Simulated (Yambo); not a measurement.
Given:

```xyz
2
Lattice="4.0655 0.0000 0.0000 0.0000 4.0655 0.0000 0.0000 0.0000 4.0655" Properties=species:S:1:pos:R:3 pbc="T T T"
Cl     2.0327     2.0327     2.0327
Cs     0.0000     0.0000     0.0000
```

Workflow: norm-conserving PBEsol (Quantum ESPRESSO, 58 Ry, with spin-orbit coupling), then G0W0 in Yambo (4×4×4 Γ-centred k mesh, 196 bands and a 7 Ry block in the screening, 196 bands in G with the Bruneval-Gonze terminator, plasmon pole fitted at 27.2 eV).

Give the PBEsol and G0W0 gaps between the band edges found on this mesh, and say where the edges lie.

Edges: Γ → Γ. PBEsol: 5.15 eV; G0W0: 7.82 eV. Nearest settings tried, and what they do to the gap: 122 bands in W, 122 bands in G: -1 meV; 6 Ry block (123 vectors against 171): -61 meV; 2×2×2 mesh: -167 meV. So the settings aren't converged at that level. 

Geometry relaxed with PBEsol.
